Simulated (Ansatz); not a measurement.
Relaxed AlN (wurtzite):

```
AlN
1.0
    3.10670     0.00000     0.00000
   -1.55335     2.69048     0.00000
    0.00000     0.00000     4.97846
Al N
2 2
Cartesian
  0.00000   1.79366   4.96150
  1.55335   0.89683   2.47227
  0.00000   1.79366   1.88288
  1.55335   0.89683   4.37211
```

Computed with r2SCAN (plane waves to 500 eV, PAW, scalar-relativistic; Ansatz, a first-principles code). k mesh 10×10×6 (Γ-centred), Fermi-Dirac smearing 0.05 eV. AlN was relaxed with its symmetry unable to fall.

One atom of the cell was then moved (with its periodic images), all else fixed, and the forces (eV/Å) came out as:

```json
[
 {"atom": "Al1", "Fx": "2.114", "Fy": "1.136", "Fz": "-1.054"},
 {"atom": "Al2", "Fx": "-0.693", "Fy": "-0.026", "Fz": "-5.537"},
 {"atom": "N3", "Fx": "0.266", "Fy": "0.110", "Fz": "-2.349"},
 {"atom": "N4", "Fx": "-1.687", "Fy": "-1.220", "Fz": "8.940"}
]
```

Question: Which atom was moved, and by which vector (Å)?

Answer: N4, by (0.31, 0.00, -0.31), 0.44 Å in all.

(For displaced atoms, the force is minus the slope of the energy, and its curvature is a force constant, which sets phonon frequencies.)
